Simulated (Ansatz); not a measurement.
The relaxed structure here is a generated cell of Nb: the first start was made by placing the elements on the sites of a structure type, and the end was not matched to a known phase here, so it may be hypothetical. Known forms of Nb include space group No. 229.

A relaxed structure of Nb. Space group I4/mmm (No. 139). Method: r2SCAN (plane waves to 500 eV, PAW, scalar-relativistic; Ansatz, an electronic-structure program).

```cif
data_Nb2
_chemical_formula_sum 'Nb2'
_space_group_name_H-M_alt 'I4/mmm'
_space_group_IT_number 139
_space_group_name_Hall '-I 4 2'
_cell_length_a 2.73410
_cell_length_b 2.73410
_cell_length_c 4.91442
_cell_angle_alpha 90.000
_cell_angle_beta 90.000
_cell_angle_gamma 90.000
loop_
_atom_site_label
_atom_site_type_symbol
_atom_site_symmetry_multiplicity
_atom_site_Wyckoff_symbol
_atom_site_fract_x
_atom_site_fract_y
_atom_site_fract_z
_atom_site_occupancy
Nb1 Nb 2 a 0.00000 0.00000 0.00000 1
```
(The calculation used a cell of 1 atom; values per cell refer to that cell.)

| Quantity | Value |
|---|---|
| Volume per atom | 18.37 Å³ |
| Density | 8.40 g/cm³ |
| Band gap | zero (metallic) |
| Shortest distances | Nb–Nb 2.73 Å |
| k-mesh | 24×24×24 |

Band energies at high-symmetry points (eV from the Fermi level; labels of this space group; no spin-orbit coupling), from −5 eV up to 3.9 eV:

```csv
point,energies
Γ,-1.58 0.57 1.84 1.84
X,-4.24 -3.11 3.82
P,-3.57 -0.94 -0.94 1.98
N,-3.90 -1.12 1.75 1.83
M,-4.04 -3.27 1.30
S,-2.38 -1.63 -0.62 2.97
S0,-2.38 -1.63 -0.62 2.97
R,-3.03 -2.62 2.16 3.58
```

No spin polarisation in the result.

The run could not lose the symmetry of its start: the end is stationary, and may be a saddle point rather than a minimum.

It was reached from a disturbed copy of a P6/mmm (No. 191) cell (AFLOW prototype A_hP1_191_a (A_f, as in Sn)), against which it lies -0.47 eV/atom.
